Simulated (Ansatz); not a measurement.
All numbers below come from DFT PBE, scalar-relativistic, plane waves, PAW in Ansatz 0.2.0. Settings of the last relaxation (4-atom cell): 420 eV, 14×14×10 k points, Gaussian smearing of 0.10 eV, collinear spin.

Formation energies are uncorrected and refer to the elements' standard structures at the same level (N₂ as a molecule).

**Question.** Find a candidate tetragonal metal made of Gd, Lu and N, with a formation energy near −1.62 eV/atom, a density near 10.30 g/cm³ and a net moment near 1.7 μB per atom, in a cell of 4 atoms.

**Answer.** GdLuN2, space group P4/mmm (No. 123). Gd is surrounded by 6 N at 2.44 Å, 8 Lu at 3.45 Å and 4 Gd at 3.45 Å; Lu has 6 N at 2.44 Å, 8 Gd at 3.45 Å and 4 Lu at 3.45 Å; around N on its first site lie 2 Lu at 2.44 Å and 4 Gd at 2.44 Å; around N on its second site lie 2 Gd at 2.44 Å and 4 Lu at 2.44 Å.

```cif
data_structure
_symmetry_space_group_name_H-M 'P 1'
_symmetry_Int_Tables_number 1
_cell_length_a 3.4496
_cell_length_b 3.4496
_cell_length_c 4.8780
_cell_angle_alpha 90.000
_cell_angle_beta 90.000
_cell_angle_gamma 90.000
_cell_volume 58.05
loop_
_atom_site_label
_atom_site_type_symbol
_atom_site_fract_x
_atom_site_fract_y
_atom_site_fract_z
_atom_site_occupancy
Gd1 Gd 0.50000 0.50000 0.50000 1
Lu1 Lu 0.00000 0.00000 0.00000 1
N1 N 0.00000 0.00000 0.50000 1
N2 N 0.50000 0.50000 0.00000 1
```

| Item | Value |
| --- | --- |
| Volume per atom | 14.51 Å³ |
| Density | 10.30 g/cm³ |
| Energy over the elements | −1.62 eV/atom |
| Gap on the 14×14×10 mesh of the 4-atom cell | 0 eV (a metal) |
| Net moment per atom | 1.75 μB |
| Moment by site | Gd 6.8 μB |

It was reached by relaxing an invented guess, and it needn't be the stable form of this composition. The answer needn't be unique; the calculation gave this one.

The 4f shell of Gd is treated without a Hubbard U, which places its levels poorly. The magnetic state reached may not be the lowest. Symmetry constrained the relaxation, so the result can be a saddle point. Site moments count only spheres around the atoms; the net moment includes the space between them.
